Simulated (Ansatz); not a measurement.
Values for one crystal, relaxed and computed with LDA (plane waves, PAW; program Ansatz); other levels are named.

- Volume per atom = 14.31 Å³
- Electronic character = metallic (no gap)
- Young's modulus = 457 GPa
- Mechanical stability = stable (all eigenvalues of C positive)
- Bulk modulus (Birch–Murnaghan fit) = 349 GPa
- Pressure derivative B′ = 4.6
- Formation energy from the elements (no fitted shifts) = -0.22 eV/atom

Problem. Which compound is it?
(A) MoIr, P-6m2 (Mo on 1a, Ir on 1d)
(B) Mg2Sn, C2/m (Mg on 4i, Mg on 4i, Sn on 4i)
(C) ZrIr2, cubic Laves (MgCu2 type)
(D) Hf2Cu, MoSi2 or CaC2 type

Solution. A, MoIr, P-6m2 (Mo on 1a, Ir on 1d)

The first step of the workflow began from a Materials Project structure, measured or hypothetical; the Crystallography Open Database copy checked does not list it. COD files the formula under space group No. 51. With Mo and Ir taken as one species the cell has the higher symmetry P6_3/mmc, so it may be an ordered model of a mixed-site phase. Whether it is the stable phase at ambient conditions was not checked. The LDA relaxation kept the symmetry of its start; whether a distortion lowers the energy is not shown. No spin polarisation was allowed. On the denser mesh and wider smearing of the elastic run this cell carries a stress of 0.7 GPa. The references are the lowest solids computed at this level, not always the standard phases. Spin–orbit coupling is left out wherever it is not named.

Potentials: the later of the program's two PAW sets.
